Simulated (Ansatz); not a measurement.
Values for one crystal, relaxed and computed with r²SCAN in the plane-wave PAW code Ansatz; other levels are named.

```yaml
volume_per_atom: 15.98 Å³
electronic_character: metallic (no gap)
Formation energy from the elements (no fitted shifts): -48 kJ/mol of atoms
Density of states at the Fermi level: 0.55 states/eV per atom (mean over ±0.08 eV)
```

Question: Which of these materials gives this?
A) HfNi, Cmcm (Hf on 4c, Ni on 4c)
B) LaHg, CsCl type
C) CaGa2, P6_3/mmc (Ca on 2b, Ga on 4f)
D) EuSn3, Cu3Au type

Answer: A, HfNi, Cmcm (Hf on 4c, Ni on 4c)

The workflow started from a Materials Project entry (that database holds measured and hypothetical structures alike); the Crystallography Open Database copy checked does not list it. Its standing as an ambient phase is unchecked. The cell was relaxed with r²SCAN under the symmetry of its start; whether a distortion lowers the energy is not shown. The run is not spin-polarised. The references are the lowest solids computed at this level, not always the standard phases. Scalar-relativistic: spin–orbit coupling is off unless named, which matters more the heavier the elements.

Potentials: the later of the program's two PAW sets.
